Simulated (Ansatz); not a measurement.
Zone-centre phonons of NaLiB$_{2}$: input and output

All numbers below come from Ansatz, DFT PBE, scalar-relativistic, plane waves, PAW.

Launched with:
```bash
ansatz run input.yaml --threads 1 --pin off --max-ram 3072MiB --backend cpu --events-out ev --progress --plain --runs-dir out
```

Input (bare energies are in eV):
```yaml
crystal:
  lattice:
    - [4.40861418, 0.0, 0.0]
    - [-2.20430709, 3.8179718754, 0.0]
    - [0.0, 0.0, 3.1562839897]
  atoms:
    - { symbol: Na, position: [0.3333333333, 0.6666666667, 0.5] }
    - { symbol: Li, position: [0.0, 0.0, 0.0] }
    - { symbol: B, position: [0.6666666667, 0.3333333333, 0.0] }
    - { symbol: B, position: [0.6666666667, 0.3333333333, 0.5] }
basis:
  ecutwfc: 420
kpoints:
  mp_grid: { grid: [12, 12, 12] }
hamiltonian:
  xc: pbe
scf:
  occupations: { method: fermi_dirac, width: 0.15 }
output:
  eigenvalues: true
phonons:
  method: dfpt
  eigenvectors: true
```

The end of the output:
```
--- Phonons (Γ-DFPT): 8 representative perturbations + reference, on 301 of 1728 k-points (Σ response iterations 24) ---
  k mesh reduced under 4 symmetry operations, with k and −k counted as one. Each operation leaves every solved displacement unchanged or reverses it
  ASR residual: 2.703e-4 → 0.000e0 eV/Å²; symmetrization residual: 9.620e-7 eV/Å²
  ASR residual per site (eV/Å²): 2.70e-4 3.48e-5 2.21e-5 7.12e-5
  Γ frequencies (cm⁻¹): -67.74 0.00 0.00 0.00 179.22 274.87 274.87 285.10 285.10 488.88 488.88 1293.15
  non-analytic LO–TO correction: not included (Born effective charges unavailable; polar crystals: no LO–TO splitting at Γ)
```

Time: 100 s on 1 thread of Intel(R) Xeon(R) 6975P-C (Granite Rapids), on a shared host, peak memory 0.97 GiB.

Its imaginary modes show that this cell, built by swapping an element in a database structure, isn't a minimum of the energy. In a metal, frequencies and elastic constants depend on the k mesh and the smearing, soft modes and shear constants most.

Negative frequencies stand for imaginary ones: the cell is unstable against these modes.